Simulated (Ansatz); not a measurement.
Level of theory: DFT PBE, scalar-relativistic, plane waves, PAW in Ansatz. All cells share a 420 eV cutoff and Γ-centred k meshes spaced at most about 0.3 Å⁻¹ (about 0.25 or finer for metals, 2π included). No spin polarisation in the final relaxations.

All energies are static (0 K, no zero-point motion).

Two relaxed structures of Sn₂Sb₂Te:

A.

```yaml
crystal:
  lattice:
    - [8.58217, 0.00000, 0.00000]
    - [0.00000, 8.58217, 0.00000]
    - [0.00000, 0.00000, 4.01542]
  atoms:
    - { symbol: Sn, position: [0.85889, 0.35889, 0.50000] }
    - { symbol: Sn, position: [0.35889, 0.14111, 0.50000] }
    - { symbol: Sn, position: [0.64111, 0.85889, 0.50000] }
    - { symbol: Sn, position: [0.14111, 0.64111, 0.50000] }
    - { symbol: Sb, position: [0.66399, 0.16399, 0.00000] }
    - { symbol: Sb, position: [0.33601, 0.83601, 0.00000] }
    - { symbol: Sb, position: [0.16399, 0.33601, 0.00000] }
    - { symbol: Sb, position: [0.83601, 0.66399, 0.00000] }
    - { symbol: Te, position: [0.00000, 0.00000, 0.00000] }
    - { symbol: Te, position: [0.50000, 0.50000, 0.00000] }
```

B.

```yaml
crystal:
  lattice:
    - [5.50096, 0.00000, 0.00000]
    - [-2.75048, 4.76397, 0.00000]
    - [0.00000, 0.00000, 6.22118]
  atoms:
    - { symbol: Sn, position: [0.33333, 0.66667, 0.50000] }
    - { symbol: Sn, position: [0.66667, 0.33333, 0.50000] }
    - { symbol: Sb, position: [0.33333, 0.66667, 0.00000] }
    - { symbol: Sb, position: [0.66667, 0.33333, 0.00000] }
    - { symbol: Te, position: [0.00000, 0.00000, 0.50000] }
```

Question: Which form is favoured at zero pressure, and by what margin per atom?

Answer: B is lower, by 32 meV/atom. A has space group P4/mbm (No. 127), 29.6 Å³/atom and no gap on its mesh; B has space group P6/mmm (No. 191), 32.6 Å³/atom and no gap. Counting Sb or Te atoms around Sn (for each partner element, those within 1.25 times its shortest distance or 1.15 times the sum of covalent radii, where it is the nearest in units of that sum or under 1.3), A has Sn 6 and B has Sn 5. The lower one is the more open, so pressure narrows the difference. Even the lower one lies +0.09 eV/atom against the reference forms of the elements (uncorrected), so neither is stable at this level. Both come from invented guesses. A third cell relaxed alike, in Fmm2, lies 64 meV/atom below the lower of the two.

These runs have no spin–orbit coupling, which can matter for Sb and Te. Cells relaxed within their symmetry can be saddle points.
